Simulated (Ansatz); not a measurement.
Nb:
```xyz
2
Lattice="2.8587 0.0000 0.0000 -1.4294 2.4757 0.0000 0.0000 0.0000 5.2440" Properties=species:S:1:pos:R:3 pbc="T T T"
Nb     0.0000     1.6505     1.3110
Nb     1.4294     0.8252     3.9330
```

Relaxed with r²SCAN. Special points in fractions of this cell's reciprocal vectors: Γ (0.000, 0.000, 0.000); M (0.500, 0.000, 0.000); K (0.333, 0.333, 0.000); A (0.000, 0.000, 0.500); L (0.500, 0.000, 0.500); H (0.333, 0.333, 0.500).

Q: List the band energies nearest the Fermi level at these points for r²SCAN (plane waves, PAW; program Ansatz).

A: In eV from the Fermi level; about four levels below and three above (degenerate sets whole), none deeper than 8.9 eV; points with the same levels are listed once.

```csv
k,below,above
Γ,-6.58 -4.14 -1.08,0.25 0.38 0.38
M,-3.86 -3.50 -3.42 -0.54,0.20 0.37 0.92
K,-1.57 -1.57 -1.39 -0.64 -0.64,0.94 3.28 3.43 3.43
A,-4.93 -4.93 -1.40 -1.40,0.46 0.46 0.46 0.46
L,-4.01 -4.01 -2.53 -2.53,2.10 2.10 2.45 2.45
H,-1.86 -1.86 -0.48 -0.48,1.24 1.24 4.47 4.47
```

Space group P6_3/mmc (hcp (Mg type)). The start of the workflow was typed in or built on a structure type; the Crystallography Open Database copy checked does not list it. It is not the phase usual at ambient conditions (space group No. 229). The r²SCAN relaxation kept the symmetry of its start; its stability against distortions is not shown here. No spin polarisation was allowed. Spin–orbit coupling is left out wherever it is not named.

Potentials: the later of the program's two PAW sets.
